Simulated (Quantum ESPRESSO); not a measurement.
Inputs of pw.x and gipaw.x (a modified build of Quantum ESPRESSO, PBE) for CaS; the starting potential comes from an earlier run on another mesh:

```
&CONTROL
  calculation = 'scf'
  prefix = 'x'
  pseudo_dir = './pseudo'
  outdir = './out'
  tprnfor = .true.
/
&SYSTEM
  ibrav = 0
  nat = 2
  ntyp = 2
  ecutwfc = 40
  ecutrho = 160
  occupations = 'fixed'
  nbnd = 8
/
&ELECTRONS
  conv_thr = 1e-11
  startingpot = 'file'
/
ATOMIC_SPECIES
Ca 40.078 Ca.GGA_PBE-JTH.UPF
S 32.060 S.GGA_PBE-JTH.UPF
CELL_PARAMETERS angstrom
    0.000000000000     2.845150000000     2.845150000000
    2.845150000000     0.000000000000     2.845150000000
    2.845150000000     2.845150000000     0.000000000000
ATOMIC_POSITIONS crystal
Ca     0.000000000000     0.000000000000     0.000000000000
S      0.500000000000     0.500000000000     0.500000000000
K_POINTS automatic
6 6 6 1 1 1
```

```
&INPUTGIPAW
  job = 'nmr'
  prefix = 'x'
  tmp_dir = './out/'
  restart_mode = 'from_scratch'
  pawproj(1) = .true.
  pawproj(2) = .true.
  use_nmr_macroscopic_shape = .false.
/
```

The cell was made here from an entry of the Crystallography Open Database (unchecked): atoms relaxed with PBE in the measured cell (PBE without dispersion, pw.x of Quantum ESPRESSO, symmetry kept).  Stability against distortions was not tested.

Problem. Give the final section of the GIPAW output.

Solution. 
```
     f-sum rule (should be   -16.1958):
           -16.1952          0.0000          0.0000
             0.0000        -16.1952          0.0000
             0.0000          0.0000        -16.1952

     Total NMR chemical shifts in ppm: ---------------------------------------
     (adopting the Simpson convention for anisotropy and asymmetry)-----------

     Atom  1  Ca  pos: (  0.000000  0.000000  0.000000)  Total sigma:         967.57
           967.5693         -0.0000         -0.0000
            -0.0000        967.5693         -0.0000
            -0.0000         -0.0000        967.5693

     Ca      1    anisotropy:      0.00    eta:    0.0000
     Ca      1    sigma_11=    967.57
     Ca      1    sigma_22=    967.57
     Ca      1    sigma_33=    967.57

     Atom  2  S   pos: (  0.707107  0.707107  0.707107)  Total sigma:         351.33
           351.3290         -0.0000         -0.0000
            -0.0000        351.3290          0.0000
            -0.0000          0.0000        351.3290

     S       2    anisotropy:     -0.00    eta:    0.0000
     S       2    sigma_11=    351.33
     S       2    sigma_22=    351.33
     S       2    sigma_33=    351.33
```
The printed anisotropy is 3/2 (σ_33 − σ_iso) in the program's own order; the axes are left out here. All sites are cubic, so the anisotropy vanishes by symmetry. These are absolute shieldings with no macroscopic susceptibility term; δ = σ_ref − σ needs a reference computed alike. By our sweeps, such settings leave a few ppm in absolute σ. No d partial waves on S: the paramagnetic term there is incompletely reconstructed. PBE places the empty d or f states of Ca too low, which is known to distort σ on and beside such ions.
